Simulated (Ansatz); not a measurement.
Relaxed-ion elastic tensor of Fe (bcc (W type), Im-3m) in GPa (Voigt order), LDA in the plane-wave PAW code Ansatz; density 8.90 g/cm³, 10.41 Å³ per atom.

```
352  197  197  0.0  0.0  0.0
197  352  197  0.0  0.0  0.0
197  197  352  0.0  0.0  0.0
0.0  0.0  0.0  153  0.0  0.0
0.0  0.0  0.0  0.0  153  0.0
0.0  0.0  0.0  0.0  0.0  153
```

Question: Is the crystal mechanically stable?

Answer: Yes: the smallest eigenvalue of C is 153 GPa.

Question: Work out the Voigt, Reuss and Hill averages.

Answer: K_V = 248, K_R = 248, K_H = 248; G_V = 123, G_R = 110, G_H = 117 GPa.

Question: Give Young's modulus, Poisson's ratio, Pugh's ratio and the universal anisotropy index.

Answer: E = 9KG/(3K + G) = 302 GPa; ν = 0.30; K/G = 2.13 (ductile by the Pugh limit of 1.75); A_U = 5G_V/G_R + K_V/K_R − 6 = 0.58.

Question: Estimate the sound speeds and the Debye temperature.

Answer: v_l = √((K + 4G/3)/ρ) = 6730 m/s, v_t = √(G/ρ) = 3620 m/s, mean 4040 m/s; Θ = (h/k)(3n/4πV)^(1/3) v_m = 551 K.

Question: Give the Zener ratio and Young's modulus along [100], [110] and [111].

Answer: A = 2C44/(C11 − C12) = 1.98; 1/E = S11 − 2(S11 − S12 − S44/2)Γ with Γ = 0, 1/4, 1/3 gives 211, 317, 381 GPa.

Question: Solve the Christoffel equation for the three sound speeds along [100], [110], [111].

Answer: Eigenvalues of C_ijkl n_j n_l equal ρv². In km/s, slowest first: [100] 4.15, 4.15, 6.28; [110] 2.95, 4.15, 6.93; [111] 3.40, 3.40, 7.13.

The cell was relaxed with LDA under the symmetry of its start. Spin order of the final state: ferromagnetic, chosen from 3 collinear starts compared on coarse meshes (ties went to the first, and starts can fall back to one state), not a proven ground state. Textbook magnetic order: ferromagnetic. As this level gives no gap, shear constants depend on the k-mesh and smearing (Fermi–Dirac, 0.1 eV here).

Potentials: the later of the program's two PAW sets.
